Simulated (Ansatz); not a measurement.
The cell below belongs to a search over invented structures; it isn't taken from experiment.

Input and command of a plane-wave DFT calculation in Ansatz:

```yaml
crystal:
  lattice:
    - [4.394229765, 0.011901468, -0.0448546694]
    - [-2.1591175241, 5.3643983105, -0.0153229401]
    - [-2.0925955699, -1.5011519422, 12.7023625413]
  atoms:
    - { symbol: Cs, position: [0.5, 0.0, 0.0] }
    - { symbol: Na, position: [0.0628663527, 0.3582737793, 0.7645744387] }
    - { symbol: Na, position: [0.2842398701, 0.2463169747, 0.3200293094] }
    - { symbol: Na, position: [0.9371336473, 0.6417262207, 0.2354255613] }
    - { symbol: Na, position: [0.7157601299, 0.7536830253, 0.6799706906] }
    - { symbol: Mg, position: [0.3488329336, 0.1253499559, 0.5735050913] }
    - { symbol: Mg, position: [0.0, 0.5, 0.5] }
    - { symbol: Mg, position: [0.6511670664, 0.8746500441, 0.4264949087] }
basis:
  ecutwfc: 420
kpoints:
  mp_grid: { grid: [8, 6, 4] }
hamiltonian:
  xc: pbe
scf:
  occupations: { method: gaussian, width: 0.1 }
output:
  forces: true
  stress: true
  eigenvalues: true
relax:
  adjacent_minimum: "off"
  f_tol: 0.01
  max_steps: 30
  cell: { stress_tol: 0.1, fix: [volume] }
```

```bash
ansatz run input.yaml --threads 1 --pin off --max-ram 2560MiB --backend cpu --events-out ev --progress --plain --runs-dir out
```

Processor: Intel(R) Xeon(R) 6975P-C (Granite Rapids), 1 thread, on a host shared with other jobs.

Q: Estimate time, memory and problem size.

A: About 2.7 min, peak memory 1.1 GiB. It solves 46 bands at 100 k points (after reduction by symmetry) with about 5871 plane waves, in 36 SCF iterations over 5 ionic steps.
